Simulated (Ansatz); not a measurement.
The cell is Ga4PN3, ordered on the wurtzite lattice (Cm) with 8 atoms a cell; cell and atoms were relaxed with r2SCAN. The symmetry is Cm (No. 8, monoclinic); conventional cell a = 12.416 Å, b = 3.351 Å, c = 5.804 Å, β = 117.6°, 13.38 Å³ an atom. Around N lie 4 Ga at 1.98–2.09 Å; around N lie 4 Ga at 1.96–2.06 Å; around Ga lie 3 N at 1.98–1.99 Å and 1 P at 2.23 Å; around Ga lie 4 N at 2.04–2.09 Å; around N lie 4 Ga at 1.96–2.04 Å; around P lie 4 Ga at 2.20–2.24 Å; around Ga lie 2 N at 1.96 Å and 2 P at 2.20 Å; around Ga lie 3 N at 2.00–2.02 Å and 1 P at 2.24 Å.

The questions ask for values computed with the PAW code Ansatz on this geometry. No magnetic order. The prototype was imposed, so other structures may be more stable.

Given (8×8×6 mesh): r2SCAN gives no gap: the lowest nominally empty band dips 0.02 eV below the top of the last filled one (its bottom at Γ, the top at Y₂), so the cell is a metal or semimetal at this level.

Problem. How does the gap change from r2SCAN to PBE (8×8×6)?

Solution. With PBE the bands overlap by 0.10 eV (counted from 1, band 36 peaks at Y₂ and band 37 bottoms out at Γ–C (0.10 of the way from Γ)): no gap.

Problem. How does the gap change from r2SCAN to PBE+SOC (8×8×6)?

Solution. PBE+SOC gives no gap: the lowest nominally empty band dips 0.11 eV below the top of the last filled one (its bottom at Γ–C (0.10 of the way from Γ), the top at Y₂), so the cell is a metal or semimetal at this level. Spin-orbit coupling itself accounts for -0.01 eV.

Problem. How does the gap change from r2SCAN to HSE06 (4×4×4)?

Solution. The HSE06 gap is indirect, 0.47 eV (Y₂ to Γ), below the direct gap of 0.49 eV at Γ. Least and direct gap differ so little that the kind isn't settled.

Only the levels marked +SOC include spin-orbit coupling.

The meshes of the hybrids are coarse, so their gaps aren't converged to the digits shown.
